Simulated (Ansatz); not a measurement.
MoS2 (2H-MoS2 type, space group P6_3/mmc)

```cif
data_Mo2S4
_chemical_formula_sum 'Mo2 S4'
_space_group_name_H-M_alt 'P63/mmc'
_space_group_IT_number 194
_space_group_name_Hall '-P 6c 2c'
_cell_length_a 3.14937
_cell_length_b 3.14937
_cell_length_c 12.09029
_cell_angle_alpha 90.000
_cell_angle_beta 90.000
_cell_angle_gamma 120.000
loop_
_atom_site_label
_atom_site_type_symbol
_atom_site_symmetry_multiplicity
_atom_site_Wyckoff_symbol
_atom_site_fract_x
_atom_site_fract_y
_atom_site_fract_z
_atom_site_occupancy
Mo1 Mo 2 c 0.33333 0.66667 0.25000 1
S1 S 4 f 0.66667 0.33333 0.12049 1
```

This relaxed cell (volume V₀) is scaled evenly in all directions, its shape held. The atoms relax within the cell's symmetry.

These are PBE-D3(BJ) (plane waves to 420 eV, PAW, scalar-relativistic; Ansatz, a first-principles code) values and carry that method's errors. k mesh 12×12×3 (Γ-centred), Fermi-Dirac smearing 0.05 eV. Energies are smeared free energies. With the shape held, the modulus is that of even scaling; a crystal free to change shape is softer. MoS2 is run without spin polarisation. MoS2 was relaxed with its symmetry unable to fall. ΔE is measured from the relaxed starting cell.

| V (Å³/atom) | ΔE (meV/atom) |
|---|---|
| 16.270 | 16.2 |
| 16.530 | 8.9 |
| 16.789 | 3.8 |
| 17.049 | 0.9 |
| 17.309 | 0.0 |
| 17.568 | 0.9 |
| 17.828 | 3.5 |
| 18.088 | 7.7 |
| 18.347 | 13.3 |

### Question
What bulk modulus at fixed cell shape B₀ follows from a third-order Birch-Murnaghan fit?

### Answer
75.3 GPa.

### Question
What is the fitted pressure derivative B₀′?

### Answer
4.2.

(Under strain, the slope of the energy per volume gives the stress and its curvature an elastic modulus.)
